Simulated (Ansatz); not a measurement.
**Zn: energy along a strain**

Zn, P6_3/mmc, a = 2.665 Å, c = 4.947 Å (as given, not relaxed at this level: -0.4 GPa). Ansatz: PBE, PAW, 420 eV, Γ-centred 24×24×10 mesh on 2 atoms, Gaussian smearing 0.15 eV; no spin polarisation. Cell vectors (Å): 2.665 0.000 0.000; -1.332 2.308 0.000; 0.000 0.000 4.947. The cell is strained by x per cent times the pattern (1 1 0 0 0 0) in the order xx yy zz yz xz xy (engineering shears), with fractional coordinates held. y is the free energy over the start, V0 = 15.211 Å³/atom.

| x (%) | y (meV/atom) |
| --- | --- |
| -6.00 | ? |
| -4.50 | 39.24 |
| -3.00 | 13.93 |
| -1.50 | 1.56 |
| 0.00 | 0.00 |
| 1.50 | 6.78 |
| 3.00 | 19.37 |
| 4.50 | 36.22 |
| 5.25 | 46.00 |
| 6.00 | 56.60 |

Problem. Fit y = c1 x + c2 x² + c3 x³ to the other rows, get the stiffness along the pattern, and predict the missing energy.

Solution. Least squares on the rows shown. y = 1.7562 x + 1.8679 x² − 0.099866 x³. The clamped-ion stiffness p·C·p = 2 × 18.68 eV × 160.2 / 15.211 Å³ = 393 GPa (second derivative at the start, which stands under stress). At x = -6.00 the fit asked for gives 78.28 meV/atom. The run gave 79.94 meV/atom, so the fit is 1.66 meV/atom too low, 2.1 % of the span of the series, against an rms of 0.30 meV/atom on the fitted rows. The row lies outside the fitted range. With a term in x⁴ added, a fit to the same known rows predicts 81.29 meV/atom, which misses by about as much or more on the other side: the known rows don't fix the higher terms.